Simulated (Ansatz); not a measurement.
CaZn2P2 in space group P-3m1 (No. 164; Ca on 1a, Zn on 2d, P on 2d), the program Ansatz at the r²SCAN level (PAW), all energies at zero smearing, with the estimated change up to a 700 eV cutoff added, with one set of potentials and settings (totals compare only within such a set). Cell of 5 atoms (1 Ca, 2 Zn, 2 P): -9995.581 eV.

```json
[
 {"element": "Ca", "reference phase": "Fm-3m, 1 atoms in the cell", "E (eV/atom)": "-1821.6752"},
 {"element": "Zn", "reference phase": "P6_3/mmc, 2 atoms in the cell", "E (eV/atom)": "-3325.6729"},
 {"element": "P", "reference phase": "Cmce, 4 atoms in the cell", "E (eV/atom)": "-759.1646"}
]
```

Formation energy per atom, worked out: (-9995.581 − 1×(-1821.6752) − 2×(-3325.6729) − 2×(-759.1646))/5 = -0.846 eV/atom (-82 kJ per mol of atoms), at 0 K, without zero-point energy or fitted corrections.

The first step of the workflow began from a Materials Project structure, measured or hypothetical; the Crystallography Open Database files this formula in space group No. 164, but the cells were not matched. Whether it is the stable phase at ambient conditions was not checked. The r²SCAN relaxation kept the symmetry of its start; whether a distortion lowers the energy is not shown. The references are the lowest solids computed at this level, not always the standard phases.

Potentials: the later of the program's two PAW sets.
